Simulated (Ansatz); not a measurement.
BN:
```
BN
1.0
    0.00000     1.80485     1.80485
    1.80485     0.00000     1.80485
    1.80485     1.80485     0.00000
N B
1 1
Direct
  0.75000   0.75000   0.75000
  0.00000   0.00000   0.00000
```

Relaxed with r²SCAN.

Task: Map the valence electron density (e/Å³), cut off at 2 on the plane through (0.750, 0.750, 0.750) spanned by u = [1, 0, 0] and v = [-1, 1, 1] in lattice vectors, from r²SCAN (plane waves, PAW; program Ansatz).

Result: x is the fraction of u, y of v (the angle between them is 90°; rows are the nearest grid lines); atoms in the plane: N at (0.00, 0.00), B at (0.50, 0.25).
```
y \ x   0.000  0.0625  0.188  0.250  0.375  0.438  0.562  0.625  0.750  0.812  0.938   1.00
------  -----  ------  -----  -----  -----  -----  -----  -----  -----  -----  -----  -----
1.00     2.00    2.00   2.00   1.58  0.608  0.438  0.438  0.608   1.58   2.00   2.00   2.00
0.944    2.00    2.00   2.00   1.23  0.431  0.295  0.295  0.431   1.24   2.00   2.00   2.00
0.833    1.70    1.55  0.818  0.511  0.190  0.129  0.129  0.190  0.511  0.817   1.56   1.70
0.778   0.836   0.777  0.454  0.304  0.132  0.097  0.097  0.132  0.304  0.454  0.776  0.836
0.667   0.219   0.211  0.163  0.140  0.115  0.112  0.112  0.115  0.140  0.163  0.211  0.219
0.611   0.128   0.128  0.126  0.130  0.151  0.160  0.161  0.151  0.130  0.126  0.128  0.128
0.556   0.091   0.094  0.122  0.149  0.217  0.244  0.244  0.217  0.149  0.122  0.094  0.091
0.444   0.091   0.099  0.172  0.241  0.436  0.520  0.520  0.436  0.241  0.172  0.099  0.091
0.389   0.128   0.139  0.226  0.311  0.542  0.632  0.632  0.542  0.311  0.226  0.139  0.128
0.333   0.219   0.231  0.328  0.415  0.557  0.554  0.553  0.557  0.415  0.328  0.231  0.219
0.222   0.836   0.835  0.850  0.874  0.670  0.398  0.399  0.670  0.875  0.850  0.835  0.836
0.167    1.70    1.65   1.35   1.22  0.883  0.652  0.652  0.884   1.22   1.35   1.65   1.70
0.0556   2.00    2.00   2.00   1.68  0.795  0.613  0.613  0.795   1.68   2.00   2.00   2.00
0.000    2.00    2.00   2.00   1.58  0.608  0.438  0.438  0.608   1.58   2.00   2.00   2.00
```

The density is the valence pseudo-density with augmentation charge, so density and ELF within about 1 Å of a nucleus are not all-electron values.

Space group F-43m (zinc blende). The r²SCAN relaxation kept the symmetry of its start.

Potentials: the later of the program's two PAW sets.
